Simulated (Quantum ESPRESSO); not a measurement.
## AlSi2PC4 (convergence and cost over cutoff and k mesh)

Computed values, not a measurement. The program is pw.x of Quantum ESPRESSO 7.5 (plane-wave density functional theory). The cell is made up: 8 atoms on a zincblende/diamond lattice, with randomly drawn elements, strain and displacements, not relaxed. PseudoDojo standard norm-conserving files (v0.5 for PBE, v0.4.1 for LDA and PBEsol) set the functional; there is no spin polarisation, spin-orbit coupling or dispersion term, and the masses in the input are unused placeholders.

Input of the run in row 4:

```
&control calculation='scf', pseudo_dir='./dojo.nc.sr.pbe.v0_5.standard.upf', outdir='./o', disk_io='low', tprnfor=.true., tstress=.true. /
&system ibrav=0, nat=8, ntyp=4, nbnd=22, ecutwfc=82.02448710, nosym=.true., tot_charge=0,
 occupations='smearing', smearing='fd', degauss=0.0018374661
/
&electrons conv_thr=7.350e-09, electron_maxstep=60, /
ATOMIC_SPECIES
Al 1.0 Al.upf
C 1.0 C.upf
P 1.0 P.upf
Si 1.0 Si.upf
CELL_PARAMETERS angstrom
4.2836 0.0591 0.0164
0.0591 4.4042 0.0241
0.0164 0.0241 4.3838
ATOMIC_POSITIONS angstrom
Al 0.0289 -0.0143 -0.0111
Si 0.0615 2.2047 2.1949
P 2.1614 0.0727 2.1964
Si 2.1795 2.2601 -0.0198
C 1.0959 1.0819 1.0687
C 1.1272 3.3297 3.3064
C 3.2483 1.1365 3.3383
C 3.2615 3.3695 1.0884
K_POINTS automatic
4 4 4 1 1 1
```

The same cell was run at these settings. Meshes are shifted by half a step, and differences are from the last row, which is itself not exact.

| cutoff (eV) | k mesh | k points solved | threshold (eV) | free energy less the last row's (eV) | pressure (GPa) | largest stress difference (GPa) | largest force difference (eV/Å) | iterations | wall time (s) | k-point pools | processor |
| --- | --- | --- | --- | --- | --- | --- | --- | --- | --- | --- | --- |
| 781 | 2 x 2 x 2 | 4 | 1e-04 | 0.763 | 5.44 | 2.22 | 0.085 | 7 | 6 | 4 | AMD EPYC, Zen 5 class |
| 1116 | 2 x 2 x 2 | 4 | 1e-07 | 0.497 | 8.02 | 0.46 | 0.098 | 12 | 9 | 4 | AMD EPYC, Zen 5 class |
| 759 | 4 x 4 x 4 | 32 | 1e-07 | 0.338 | 4.45 | 3.16 | 0.007 | 10 | 12 | 4 | AMD EPYC, Zen 5 class |
| 1116 | 4 x 4 x 4 | 32 | 1e-07 | 0.007 | 7.54 | 0.06 | 0.002 | 12 | 21 | 4 | AMD EPYC, Zen 5 class |
| 1347 | 6 x 6 x 6 | 108 | 1e-07 | 0.000 | 7.59 | 0.00 | 0.000 | 12 | 64 | 4 | AMD EPYC, Zen 5 class |

Each pool is one process. Wall times include start-up and a band step at six k points, which weighs most on the coarsest meshes. The runs were on shared virtual cores whose load varied, so times are rough.